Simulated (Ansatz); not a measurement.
# CsCl-type TmO

Method: r²SCAN, scalar-relativistic; collinear spin; PAW, 500 eV, 12×12×12 k-mesh, Gaussian smearing of 0.05 eV; code Ansatz; PAW files: Ansatz's generated set soft_2.

```
CELL_PARAMETERS angstrom
2.92293 0.00000 0.00000
0.00000 2.92293 0.00000
0.00000 0.00000 2.92293
ATOMIC_POSITIONS crystal
Tm 0.00000 0.00000 0.00000
O 0.50000 0.50000 0.50000
```

The cell came from substitution into a structure type; no database entry of this phase was matched, which doesn't show that none exists.

Magnetic state: ferromagnetic, site spin moments Tm 1.19 μB.

The cell is relaxed to zero pressure at this level.

Path: Γ–X–M–Γ–R–X | R–M, with Γ = (0.000, 0.000, 0.000), X = (0.000, 0.500, 0.000), M = (0.500, 0.500, 0.000), R = (0.500, 0.500, 0.500) in reciprocal vectors of the calculation's cell.

Is it a metal or an insulator, and if it has a gap, where are the band edges on this path?

A metal: bands cross the Fermi level.

Levels between -4 and 4 eV from the Fermi level at the path's named points:
| point | spin | below E_F (eV) | above E_F (eV) |
| --- | --- | --- | --- |
| Γ | up | -2.88 -1.73 -1.73 -1.73 -1.43 -1.43 -1.43 -0.91 -0.91 | 1.15 |
| Γ | down | -1.44 -1.44 -1.44 -1.26 -1.26 | 0.05 0.05 0.05 1.07 1.18 |
| X | up | -2.93 -1.92 -1.91 -1.71 -1.71 -1.52 -1.52 | 0.44 |
| X | down | -1.64 -1.34 -1.34 -0.42 -0.08 -0.08 | 0.03 1.10 |
| M | up | -2.41 -1.83 -1.83 -1.58 -1.58 -1.53 -1.50 | 0.38 1.59 |
| M | down | -1.29 -1.29 -1.20 -0.33 -0.33 | 0.02 0.07 1.35 1.70 |
| R | up | -2.91 -1.79 -1.79 -1.79 -1.54 -1.54 -1.54 |  |
| R | down | -1.24 -1.24 -1.24 -0.28 -0.28 -0.28 | 1.10 |

Formal charges Tm²⁺, O²⁻ leave Tm²⁺ with an open 4f¹³ shell. Nothing in this functional splits the part-filled shell enough, so f states lie at the Fermi level.

Without a U the open 4f shell is pinned at the Fermi level, an artefact: in the real crystal it splits into occupied and empty levels away from it, and its large orbital moment is missing here. Scalar-relativistic only: spin–orbit splittings of the heavy atoms' levels are missing. The run wasn't fully tested for a lower electronic state. Site moments are of spin, integrated over atomic spheres. Only parallel moments were tried, so the real magnetic order may be another.

The state of the open shells isn't shown to be the lowest, and forces and pressures are less sure for it.
